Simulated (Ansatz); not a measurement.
Zr2AlC in space group P6_3/mmc (No. 194; Zr on 4f, Al on 2d, C on 2a), the program Ansatz at the PBEsol level (PAW), all energies at zero smearing, with the estimated change up to a 700 eV cutoff added, with one set of potentials and settings (totals compare only within such a set). Cell of 8 atoms (4 Zr, 2 Al, 2 C): -18062.684 eV.

| element | reference phase | E (eV/atom) |
|---|---|---|
| Zr | P6/mmm, 3 atoms in the cell | -4128.6456 |
| Al | Fm-3m, 1 atoms in the cell | -524.5507 |
| C | P6_3/mmc, 4 atoms in the cell | -246.6950 |

Formation energy per atom, worked out: (-18062.684 − 4×(-4128.6456) − 2×(-524.5507) − 2×(-246.6950))/8 = -0.701 eV/atom (-68 kJ per mol of atoms), at 0 K, without zero-point energy or fitted corrections.

The first step of the workflow began from a Materials Project structure, measured or hypothetical; the Crystallography Open Database copy checked does not list it. Whether it is the stable phase at ambient conditions was not checked. The PBEsol relaxation kept the symmetry of its start; whether a distortion lowers the energy is not shown. No spin polarisation was allowed. The references are the lowest solids computed at this level, not always the standard phases.

Potentials: the later of the program's two PAW sets.
